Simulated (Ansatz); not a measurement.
BaF$_{2}$ (fluorite, space group No. 225), r²SCAN in the plane-wave PAW code Ansatz. The conduction-band minimum lies at Γ, with 1 equivalent valley. Second derivatives d²E/dk² of the lowest band at one valley (eV·Å²), along Cartesian directions:

```tsv
direction	d²E/dk²
[100]	15.16
[010]	15.16
[001]	15.16
[110]	15.16
[101]	15.16
[011]	15.16
```

**Question.** Find the principal effective masses, the density-of-states mass and the conductivity mass.

**Answer.** Off-diagonal terms follow from H_xy = H[110] − (H_xx + H_yy)/2, and m*/mₑ = 7.620 eV·Å² over each eigenvalue: 0.50, 0.50, 0.50. One valley's DOS mass (m₁m₂m₃)^(1/3) = 0.50, conductivity mass 3/(Σ 1/mᵢ) = 0.50 mₑ.

**Question.** What effective density of states Nc follows at 300 K for parabolic valleys?

**Answer.** Nc = 2.509e19 × 1 × (0.50)^(3/2) ≈ 8.9e18 cm⁻³.

Space group Fm-3m (fluorite). The r²SCAN relaxation kept the symmetry of its start. Spin–orbit coupling is left out wherever it is not named.

Potentials: the later of the program's two PAW sets.

Edges and masses are those of Kohn–Sham bands, whose gap is no quasiparticle gap.
